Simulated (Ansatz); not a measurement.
Values for one crystal, relaxed and computed with r²SCAN (plane waves, PAW; program Ansatz); other levels are named.

```yaml
volume_per_atom: 25.26 Å³
band_gap: 0.10 eV (direct)
Gap with spin–orbit coupling: 0.05 eV
Pressure derivative B′: 4.6
valence_band_maximum: at Γ
Bulk modulus (Birch–Murnaghan fit): 61.1 GPa
hole_effective_mass: 0.008, 0.36, 0.36 mₑ (principal values)
```

Which of these materials gives this?
A) CdBr2, R-3m (Cd on 3a, Cd on 3b, Br on 6c, Br on 6c)
B) V2O5, Pmmn (V on 4e, O on 2a, O on 4e, O on 4e)
C) Ce2SeO2, P-3m1 (Ce on 2d, Se on 1b, O on 2d)
D) CdGeAs2, chalcopyrite

D, CdGeAs2, chalcopyrite

Space group I-42d (chalcopyrite). The cell was relaxed with r²SCAN under the symmetry of its start. Scalar-relativistic: spin–orbit coupling is off unless named, which matters more the heavier the elements.

Potentials: the later of the program's two PAW sets.
